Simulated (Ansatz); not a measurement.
YSi2Rh, a known structure type with other elements, at an estimated volume

```xyz
16
Lattice="6.5259 0.0000 0.0000 0.0000 4.1746 0.0000 0.0000 0.0000 9.8707" Properties=species:S:1:pos:R:3 pbc="T T T"
Y     1.5564    1.0436    3.1399
Y     1.7065    3.1309    8.0752
Y     4.8193    1.0436    1.7955
Y     4.9694    3.1309    6.7308
Si    1.5127    1.0436    0.2784
Si    1.7502    3.1309    5.2137
Si    4.7756    1.0436    4.6570
Si    5.0132    3.1309    9.5924
Rh    3.8059    1.0436    8.8915
Rh    5.9829    3.1309    3.9562
Rh    0.5430    1.0436    5.9145
Rh    2.7200    3.1309    0.9792
Si    6.2472    1.0436    8.3042
Si    3.5416    3.1309    3.3689
Si    2.9843    1.0436    6.5018
Si    0.2787    3.1309    1.5665
```

The numbers come from plane-wave PAW DFT (Ansatz): r2SCAN, no spin polarisation, 500 eV, 5×8×4 Γ-centred k points, fermi-dirac occupations (width 0.1 eV). Nothing was relaxed.

Question: Is the cell too large or too small?

Answer: The pressure is -1.7 GPa (compression positive), so with the atoms held at these fractions the cell would first shrink. The principal stresses -3.7, -1.1, -0.4 GPa differ, so its shape would change too.

Question: Metal or insulator?

Answer: It is a metal, with about 2 states/eV a cell as the mean within 0.25 eV of the Fermi level, mostly Y d (34 %), Si p (29 %) and Rh d (23 %).

Question: Where is the largest force?

Answer: The largest is on Si13 (and as large on other atoms): 0.60 eV/Å, components (-0.48, 0.00, 0.36). It makes 23° with the line to a nearest neighbour, Rh9 at 2.51 Å, pointing towards it.

Question: Give the Bader charges.

Answer: Bader charges in e: Y +1.64, Si -0.43 to -0.16, Rh -1.05. In the mean Y gives up most and Rh takes most.

Origin: a known structure type with other elements, at an estimated volume, so it need not be a known compound.
